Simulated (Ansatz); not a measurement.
## TaN: from a starting cell to a relaxed one

The start is a randomly generated symmetric cell of TaN (space group No. 105). The cell and all atomic positions are relaxed at zero pressure with PBE (plane waves to 420 eV, PAW, scalar-relativistic; Ansatz, a quantum-chemistry and plane-wave program). The first steps use a coarse 7×7×5 k-mesh.

Input geometry:
```
TaN
1.0
    3.43248     0.00000     0.00000
    0.00000     3.43248     0.00000
    0.00000     0.00000     4.66360
N Ta
2 2
Direct
  0.00000   0.50000   0.76487
  0.50000   0.00000   0.26487
  0.00000   0.00000   0.83119
  0.00000   0.00000   0.33119
```

Question: How much energy is released per atom?

Answer: About 2.7 eV/atom.

Question: How does the volume per atom move from start to end?

Answer: -3.2 %, from 13.74 to 13.29 Å³/atom.

Question: Is the relaxed structure metallic? Give its gap.

Answer: No gap (metallic).

Question: Write out the relaxed structure.

Answer: 
Space group P4₂/mmc (No. 131); a = 3.049 Å, b = 3.049 Å, c = 5.718 Å, α = 90.00°, β = 90.00°, γ = 90.00°

```json
[
 {"atom": "N", "site": "2d", "symmetry": "mmm.", "x": "0.5000", "y": "0.0000", "z": "0.0000"},
 {"atom": "Ta", "site": "2e", "symmetry": "-4m2", "x": "0.0000", "y": "0.0000", "z": "0.2500"}
]
```

Final values are on a 15×15×8 k-mesh of the relaxed cell. The start holds a very short contact (Ta–N 1.74 Å). No spin polarisation in the result.

The run could not lose the symmetry of its start; a randomly shaken copy of 8 atoms returns to this structure.

The relaxed structure here is a generated cell of TaN: the first start was made by a random draw of sites in a space group, and the end was not matched to a known phase here, so it may be hypothetical. Known forms of TaN include space group No. 225.
